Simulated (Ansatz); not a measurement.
PdOTe (Janus 1T monolayer), relaxed with r2SCAN. The sheet's in-plane cell has a = 3.583 Å, b = 3.583 Å (γ = 120.0°), and its outermost atoms lie 2.30 Å apart along the normal. Pd has 3 O at 2.23 Å and 3 Te at 2.53 Å; O has 3 Pd at 2.23 Å; Te has 3 Pd at 2.53 Å.

```xyz
3
Lattice="3.5830 0.0000 0.0000 -1.7915 3.1030 0.0000 0.0000 0.0000 29.6027" Properties=species:S:1:pos:R:3 pbc="T T F"
Pd    0.0000    0.0000    9.2049
O     0.0000    2.0686   10.0469
Te    1.7915    1.0343    7.7482
```
Two periodic directions, a and b.

3 runs of the plane-wave code Ansatz on this cell differ in the functional (and in the settings that go with it). Levels are in eV from each run's valence top; v1 is the last filled band, c1 the first empty one.

Run A, mean stress 0.0 N/m (compression positive):
```tsv
point	v4	v3	v2	v1	c1	c2
Γ	-2.15	-0.34	-0.19	-0.19	2.93	2.93
M	-2.78	-2.17	-1.76	-0.70	1.45	2.17
K	-3.16	-1.91	-1.37	-0.86	-0.04	2.31
K–Γ (0.50)	-2.34	-1.47	-0.90	0.00	1.10	1.40
K–Γ (0.20)	-2.75	-2.00	-1.55	-0.50	0.24	1.99
```

Run B, mean stress -1.6 N/m (compression positive):
```tsv
point	v4	v3	v2	v1	c1	c2
Γ	-2.35	-0.43	-0.06	-0.06	3.66	3.66
M	-3.04	-2.62	-1.83	-0.83	2.14	2.90
K	-3.52	-2.17	-1.48	-1.17	0.43	3.11
K–Γ (0.50)	-2.65	-1.61	-1.01	0.00	1.68	2.05
K–Γ (0.20)	-3.26	-2.21	-1.77	-0.66	0.77	2.73
```

Run C, mean stress -2.9 N/m (compression positive):
```tsv
point	v4	v3	v2	v1	c1	c2
Γ	-2.04	-0.37	-0.24	-0.24	2.75	2.75
M	-2.75	-2.01	-1.73	-0.71	1.30	2.01
K	-3.05	-1.79	-1.36	-0.80	-0.13	2.11
K–Γ (0.50)	-2.20	-1.44	-0.88	0.00	0.91	1.23
K–Γ (0.20)	-2.64	-1.91	-1.50	-0.47	0.13	1.79
```

**Question.** Match the runs to LDA, r2SCAN, HSE06.

**Answer.** A is r2SCAN, B is HSE06, C is LDA. In order of the gap: LDA none (overlap 0.13), r2SCAN none (overlap 0.04), HSE06 0.43 eV. The stress vanishes for r2SCAN, which relaxed the cell.

(Calculated; spin-unpolarised; the phase may be known or hypothetical.)

Spin-orbit coupling is left out, which matters wherever the heavy atoms make up the band edges.

The program warns that its thresholds are loose for a hybrid's stress.

Where bands overlap, v1 and c1 are numbered by the electron count and aren't everywhere filled or empty.

Overlapping bands make a metal at that level, for which these meshes are coarse; small forces, stresses and energy differences are uncertain. A small overlap in a semilocal functional can be an artefact that a hybrid or GW lifts.

Where an edge lies off the special points, it is a point of the mesh or the k point where a search put PBE's edge or least direct gap, reused for the other functionals, whose own edges may lie a little apart.

The meshes of the hybrids are coarse, so their gaps aren't converged to the digits shown.

For some runs the program warns that the potential is rough where the density is thin, which bears on empty states near the vacuum.
